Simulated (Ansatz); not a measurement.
## BaZrO₃ (Pm-3m): from strained cells to moduli

```
Ba Zr O
1.0
     4.14736    0.00000    0.00000
     0.00000    4.14736    0.00000
     0.00000    0.00000    4.14736
Ba Zr O
1 1 3
Cartesian
  0.0000 0.0000 0.0000
  2.0737 2.0737 2.0737
  0.0000 2.0737 2.0737
  2.0737 0.0000 2.0737
  2.0737 2.0737 0.0000
```

Computed, not measured; unless marked otherwise by LDA, all-electron LAPW in Ansatz 0.2.0, scalar-relativistic. k mesh 4×4×4, strains of ±0.008, fixed occupations, basis error target 1 meV/atom. The cell was relaxed by PAW under this functional.

The cell is cubic and carries a residual pressure of 0.07 GPa at this level. Each strain component that symmetry leaves independent is applied at ±0.008, the ions relax wherever a strain frees them, and the stress (tension positive, GPa) is read. Shears are engineering strains, γ = 2ε.

```tsv
strain	size	σxx	σyy	σzz	σyz	σxz	σxy
xx	-0.008	-3.0055	-0.7843	-0.7843	0.0000	0.0000	0.0000
xx	+0.008	2.6255	0.6134	0.6134	0.0000	0.0000	0.0000
yz	-0.008	-0.0749	-0.0750	-0.0750	-0.7051	0.0000	0.0000
yz	+0.008	-0.0749	-0.0750	-0.0750	0.7051	0.0000	0.0000
```

A central difference gives one constant, for example C11 ≈ (2.6255 − (-3.0055))/(0.016) = 351.9 GPa; the program then imposes the crystal's symmetry on the whole matrix.

What are the independent elastic constants?

C11 = 351.9, C12 = 87.4, C44 = 88.1 GPa.

Do they meet the Born conditions?

C11 − C12 = 264.6, C11 + 2C12 = 526.6 and C44 = 88.1 GPa must all be positive, so the crystal is elastically stable; that says nothing yet of its phonons.

What moduli does a random aggregate of grains have?

B = (C11 + 2C12)/3 = 175.5 GPa. G_V = (C11 − C12 + 3C44)/5 = 105.8 and G_R = 5(C11 − C12)C44/(4C44 + 3(C11 − C12)) = 101.7, so G_H = 103.8 GPa. Then E = 9BG/(3B + G) = 260.0 GPa, ν = (3B − 2G)/(6B + 2G) = 0.253 and B/G = 1.69, on the brittle side of Pugh's 1.75 (a rule of thumb, made for metals; it doesn't predict ductility here).

With the density of 6.437 g/cm³, how fast does sound travel, and what Debye temperature follows?

```csv
direction,slow (m/s),middle (m/s),fast (m/s)
[100],3700,3700,7394
[110],3700,4533,6915
[111],4274,4274,6747
```

The mean of v⁻³ over directions and branches gives v_m = 4442 m/s and θ_D = (ħ/k_B) v_m (6π²n)^(1/3) = 545 K, n being atoms per volume. Young's modulus spans 226 to 317 GPa over directions, and the universal anisotropy index is 0.20.

How far do the constants move if PAW replaces LAPW in the same cell?

```
constant  LAPW (GPa)  PAW (GPa)  difference
     C11       351.9      351.3        -0.6
     C12        87.4       87.6         0.2
     C44        88.1       88.0        -0.1
```

How do the constants change if the ions are clamped to the homogeneous strain?

None moves by more than 0.3 GPa: by symmetry a homogeneous strain puts no force on these sites.

Caveats: the frozen-core PAW files of the compared runs were fitted under PBE, their cores solved anew for this functional.
